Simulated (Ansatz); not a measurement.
NbTe$_{2}$ in space group C2/m (No. 12; Pearson symbol mS18), DFT-LDA in the program Ansatz with PAW potentials, all energies at zero smearing, with the estimated change up to a 700 eV cutoff added, with one set of potentials and settings (totals compare only within such a set). Cell of 9 atoms (3 Nb, 6 Te): -54295.406 eV.

```json
[
 {"element": "Nb", "reference phase": "Im-3m, 1 atoms in the cell", "E (eV/atom)": "-4442.5966"},
 {"element": "Te", "reference phase": "P3_121, 3 atoms in the cell", "E (eV/atom)": "-6827.2001"}
]
```

Formation energy per atom, worked out: (-54295.406 − 3×(-4442.5966) − 6×(-6827.2001))/9 = -0.491 eV/atom (-47 kJ per mol of atoms), at 0 K, without zero-point energy or fitted corrections.

The first step of the workflow began from a Materials Project structure, measured or hypothetical; the Crystallography Open Database files this formula in space group No. 12, but the cells were not matched. Its standing as an ambient phase is unchecked. Symmetry was held in the LDA relaxation; its stability against distortions is not shown here. No spin polarisation was allowed. A crystal of weakly bound layers computed without a dispersion correction: the cell and the soft elastic constants depend strongly on that. The references are the lowest solids computed at this level, not always the standard phases. Scalar-relativistic: spin–orbit coupling is off unless named, which matters more the heavier the elements.

Potentials: the later of the program's two PAW sets.
